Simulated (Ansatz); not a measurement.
Ba:
```
Ba
1.0
    4.28854     0.00000     0.00000
   -2.14427     3.71398     0.00000
    0.00000     0.00000     3.89615
Ba
1
Cartesian
  0.00000   0.00000   0.00000
```

Relaxed with r²SCAN. Special points in fractions of this cell's reciprocal vectors: Γ (0.000, 0.000, 0.000); M (0.500, 0.000, 0.000); K (0.333, 0.333, 0.000); A (0.000, 0.000, 0.500); L (0.500, 0.000, 0.500); H (0.333, 0.333, 0.500).

List the band energies nearest the Fermi level at these points for the program Ansatz at the r²SCAN with spin–orbit coupling level (PAW).

In eV from the Fermi level; about four levels below and three above (degenerate sets whole), none deeper than 8.9 eV; points with the same levels are listed once.

```csv
k,below,above
Γ,-2.86 -2.86,0.25 0.25 1.75 1.75
M,-0.99 -0.99,0.60 0.60 0.87 0.87
K,–,0.24 0.24 0.39 0.39
A,-0.67 -0.67,0.50 0.50 2.39 2.39
L,-1.04 -1.04,0.32 0.32 1.92 1.92
H,-0.26 -0.26 -0.23 -0.23,1.84 1.84 1.90 1.90
```

Space group P6/mmm (simple hexagonal). The workflow started from an entry of the Crystallography Open Database (COD); the relaxed space group is not among those it files for this formula. It is not the phase usual at ambient conditions (space group No. 229). The r²SCAN relaxation kept the symmetry of its start. At this level the phase is mechanically unstable. The volume moved by -24 % from the start of the relaxation. The volume fell by over 15 % from the filed cell, which may lack light atoms or belong to other conditions.

Potentials: the later of the program's two PAW sets.
